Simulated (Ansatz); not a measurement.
B2O3:
```yaml
crystal:
  lattice:
    - [4.38633, 0.00000, 0.00000]
    - [-2.19317, 3.79868, 0.00000]
    - [0.00000, 0.00000, 6.66876]
  atoms:
    - { symbol: O, position: [0.95441, 0.28761, 0.25000] }
    - { symbol: B, position: [0.66667, 0.33333, 0.25000] }
    - { symbol: B, position: [0.00000, 0.00000, 0.25000] }
    - { symbol: O, position: [0.71239, 0.66680, 0.25000] }
    - { symbol: O, position: [0.33320, 0.04559, 0.25000] }
    - { symbol: O, position: [0.28761, 0.95441, 0.75000] }
    - { symbol: B, position: [0.00000, 0.00000, 0.75000] }
    - { symbol: B, position: [0.33333, 0.66667, 0.75000] }
    - { symbol: O, position: [0.04559, 0.33320, 0.75000] }
    - { symbol: O, position: [0.66680, 0.71239, 0.75000] }
```

Relaxed with PBE+D3(BJ). Special points in fractions of this cell's reciprocal vectors: Γ (0.000, 0.000, 0.000); M (0.500, 0.000, 0.000); K (0.333, 0.333, 0.000); A (0.000, 0.000, 0.500); L (0.500, 0.000, 0.500); H (0.333, 0.333, 0.500).

Q: List the band energies nearest the valence-band maximum at these points for DFT-PBE+D3(BJ) in the program Ansatz with PAW potentials.

A: In eV from the valence-band maximum; about four levels below and three above (degenerate sets whole), none deeper than 8.9 eV; points with the same levels are listed once.

| k | below | above |
|---|---|---|
| Γ | -0.55 -0.55 -0.30 -0.30 | 4.84 5.88 6.04 |
| M | -0.92 -0.48 -0.01 0.00 | 6.62 7.90 8.27 |
| K | -0.57 -0.56 -0.56 -0.54 | 7.40 8.23 8.23 |
| A | -0.51 -0.51 -0.51 -0.51 | 5.33 5.33 7.73 7.73 |
| L | -0.75 -0.75 0.00 0.00 | 7.18 7.18 8.70 8.70 |
| H | -0.55 -0.55 -0.55 -0.55 | 7.87 7.87 8.27 8.27 |

Space group P-62c. The start of the workflow was typed in or built on a structure type; neither database checked (COD, Materials Project) lists it. COD files the formula under space group No. 144, 152. Whether it is the stable phase at ambient conditions was not checked. The cell was relaxed with PBE+D3(BJ) under the symmetry of its start; its stability against distortions is not shown here.

Potentials: the earlier of the program's two PAW sets.
